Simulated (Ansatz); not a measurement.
An element in the sc structure gives these cold pressures by all-electron LAPW under PBEsol (Ansatz 0.2.0, scalar-relativistic, no spin polarisation).

```json
{"V (Å³/atom)": "18.83", "P (GPa)": "0.03"}
{"V (Å³/atom)": "16.57", "P (GPa)": "9.81"}
{"V (Å³/atom)": "14.69", "P (GPa)": "26.0"}
{"V (Å³/atom)": "12.81", "P (GPa)": "56.5"}
{"V (Å³/atom)": "10.92", "P (GPa)": "116.8"}
{"V (Å³/atom)": "9.42", "P (GPa)": "210.7"}
{"V (Å³/atom)": "8.10", "P (GPa)": "364.2"}
```

**Question.** Which element is it?

**Answer.** Ga. Its zero-pressure volume in this structure is near 18.8 Å³/atom; the volume and the steepness of P(V) together point to it, though neighbours can come close. Neighbours weren't tried against these numbers.
